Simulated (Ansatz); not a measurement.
SrSnP:
```
CELL_PARAMETERS angstrom
      4.37686     0.00000     0.00000
      0.00000     4.37686     0.00000
      0.00000     0.00000     8.98840
ATOMIC_POSITIONS crystal
  Sr 0.00000 0.50000 0.66669
  Sr 0.50000 0.00000 0.33331
  Sn 0.50000 0.00000 0.94809
  Sn 0.00000 0.50000 0.05191
  P  0.00000 0.50000 0.32552
  P  0.50000 0.00000 0.67448
```

Relaxed with r²SCAN. Special points in fractions of this cell's reciprocal vectors: Γ (0.000, 0.000, 0.000); X (0.000, 0.500, 0.000); M (0.500, 0.500, 0.000); Z (0.000, 0.000, 0.500); R (0.000, 0.500, 0.500); A (0.500, 0.500, 0.500).

Q: List the band energies nearest the Fermi level at these points for r²SCAN (plane waves, PAW; program Ansatz).

A: In eV from the Fermi level; about four levels below and three above (degenerate sets whole), none deeper than 8.9 eV; points with the same levels are listed once.

```json
[
 {"k": "Γ", "below": "-1.78 -1.78 -1.55 -0.66 -0.66", "above": "0.02 0.02 1.43"},
 {"k": "X", "below": "-2.03 -2.03 -1.68 -1.68", "above": "1.44 1.44 1.68 1.68"},
 {"k": "M", "below": "-1.69 -1.69 -1.48 -1.48", "above": "2.85 2.85 3.32 3.32"},
 {"k": "Z", "below": "-1.78 -1.78 -1.30 -0.87 -0.87", "above": "0.49 0.49 0.98"},
 {"k": "R", "below": "-2.60 -2.60 -1.70 -1.70", "above": "1.57 1.57 2.25 2.25"},
 {"k": "A", "below": "-1.93 -1.93 -0.68 -0.68", "above": "1.21 1.21 2.61 2.61"}
]
```

Space group P4/nmm. The first step of the workflow began from a Materials Project structure, measured or hypothetical; the Crystallography Open Database copy checked does not list it. Whether it is the stable phase at ambient conditions was not checked. Symmetry was held in the r²SCAN relaxation; its stability against distortions is not shown here. Scalar-relativistic: spin–orbit coupling is off unless named, which matters more the heavier the elements.

Potentials: the later of the program's two PAW sets.
